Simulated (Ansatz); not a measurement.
GaAs:
```xyz
8
Lattice="4.0000 0.0000 0.0000 -2.0000 3.4641 0.0000 0.0000 0.0000 13.1272" Properties=species:S:1:pos:R:3 pbc="T T T"
Ga     2.0000     1.1547    13.1256
As     2.0000     1.1547     2.4644
Ga     0.0000     0.0000     3.2869
As     0.0000     0.0000     5.7365
Ga     0.0000     2.3094     6.5620
As     0.0000     2.3094     9.0280
Ga     0.0000     0.0000     9.8505
As     0.0000     0.0000    12.3001
```

Relaxed with r²SCAN. Special points in fractions of this cell's reciprocal vectors: Γ (0.000, 0.000, 0.000); M (0.500, 0.000, 0.000); K (0.333, 0.333, 0.000); A (0.000, 0.000, 0.500); L (0.500, 0.000, 0.500); H (0.333, 0.333, 0.500).

**Question.** List the band energies nearest the valence-band maximum at these points for DFT-r²SCAN in the program Ansatz with PAW potentials.

**Answer.** In eV from the valence-band maximum; about four levels below and three above (degenerate sets whole), none deeper than 8.9 eV; points with the same levels are listed once.

```
k                        below                above
-  ---------------------------  -------------------
Γ  -0.68 -0.68 -0.09 0.00 0.00       0.97 1.22 1.67
M      -2.13 -2.12 -1.56 -1.22       1.40 1.49 1.73
K      -3.10 -2.38 -2.38 -1.76       2.52 3.27 3.27
A      -0.24 -0.24 -0.24 -0.24  1.37 1.37 2.07 2.07
L      -2.21 -2.21 -1.53 -1.53  1.78 1.78 2.37 2.37
H      -2.48 -2.48 -2.17 -2.17  2.49 2.49 3.73 3.73
```

Space group P6_3mc. The start of the workflow was typed in or built on a structure type; the Crystallography Open Database copy checked does not list it. It is not the phase usual at ambient conditions (space group No. 216). The cell was relaxed with r²SCAN under the symmetry of its start; its stability against distortions is not shown here. Scalar-relativistic: spin–orbit coupling is off unless named, which matters more the heavier the elements.

Potentials: the later of the program's two PAW sets.
